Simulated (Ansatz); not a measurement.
Starting cell, Ge (diamond):

```xyz
2
Lattice="0.0000 2.8811 2.8811 2.8811 0.0000 2.8811 2.8811 2.8811 0.0000" Properties=species:S:1:pos:R:3 pbc="T T T"
Ge     2.8811     2.8811     2.8811
Ge     4.3217     4.3217     4.3217
```

Scan: atom 2 (Ge, nearest neighbour Ge at 2.495 Å; its periodic images, 4.1 Å or more away, move with it) is displaced along Cartesian x, direction (1.000, 0.000, 0.000) in Cartesian axes, by s. The other atoms stay.

Level of theory: PBE (plane waves to 420 eV, PAW, scalar-relativistic; Ansatz, a first-principles code). k mesh 11×11×11 (Γ-centred), Fermi-Dirac smearing 0.05 eV. The energy includes the smearing's −TS. With partly filled bands, energies and forces of such displacements shift with the k mesh and the smearing. Ge was relaxed with its symmetry unable to fall. The PAW data are Ansatz's earlier set. ΔE is measured from the undisplaced structure. The last digit holds for this mesh only.

| s (Å) | ΔE (meV/cell) |
|---|---|
| -0.750 | 2120.4 |
| -0.600 | 1492.8 |
| -0.450 | 909.5 |
| -0.300 | 427.8 |
| -0.150 | 109.7 |
| 0.000 | 0.0 |
| 0.150 | 109.7 |
| 0.300 | 427.8 |
| 0.450 | 909.5 |
| 0.600 | 1492.8 |
| 0.750 | 2120.4 |

Question: What force constant k = d²E/ds² at s = 0 does the table give?

Answer: 9.8 eV/Å². It is the second difference of the nearest points, corrected with the next pair.

Question: With k = 10.00 eV/Å² from the forces, is the well harmonic out to s = 0.750 Å?

Answer: ½ks² = 2812 meV/cell against the computed 2120 meV/cell, so the well is softer than harmonic there.

(A displaced cell: forces are minus the slopes of the energy, force constants its curvatures, and phonons follow from these.)
